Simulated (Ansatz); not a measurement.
BAs:
```
CELL_PARAMETERS angstrom
      0.00000     2.39195     2.39195
      2.39195     0.00000     2.39195
      2.39195     2.39195     0.00000
ATOMIC_POSITIONS crystal
  As 0.75000 0.75000 0.75000
  B  0.00000 0.00000 0.00000
```

r²SCAN in the plane-wave PAW code Ansatz gives a gap of 1.37 eV without spin–orbit coupling, maximum at Γ, minimum on the Γ–X line, 79 % of the way from Γ.

What happens when spin–orbit coupling is switched on?

The gap drops by 0.06 eV, to 1.31 eV; maximum at Γ, minimum on the Γ–X line, 79 % of the way from Γ.

How large is the spin–orbit splitting of the valence top at Γ?

The fourfold level lies 0.21 eV above the split-off pair.

Space group F-43m (zinc blende). The cell was relaxed with r²SCAN under the symmetry of its start; phonons on a q-mesh show no instability.

Potentials: the later of the program's two PAW sets.
